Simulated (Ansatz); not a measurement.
Values for one crystal, relaxed and computed with the program Ansatz at the r²SCAN level (PAW); other levels are named.

Volume per atom: 9.23 Å³
Electronic character: metallic (no gap)
Formation energy from the elements (no fitted shifts): -0.22 eV/atom
Bulk modulus (Birch–Murnaghan fit): 3120 kbar
Density of states at the Fermi level: 0.69 states/eV per atom (mean over ±0.08 eV)
Pressure derivative B′: 4.1

### Question
Pick the material that matches.
A) Sc3SnB, anti-perovskite
B) Hf2Si, I4/mcm (Hf on 8h, Si on 4a)
C) CrB, Cmcm (Cr on 4c, B on 4c)
D) Cr2B, I4/mcm (Cr on 8h, B on 4a)

### Answer
D, Cr2B, I4/mcm (Cr on 8h, B on 4a)

The workflow started from an entry of the Crystallography Open Database (COD). Its standing as an ambient phase is unchecked. Symmetry was held in the r²SCAN relaxation; its stability against distortions is not shown here. The workflow began spin-polarised and lost its moments. The references are the lowest solids computed at this level, not always the standard phases.

Potentials: the later of the program's two PAW sets.
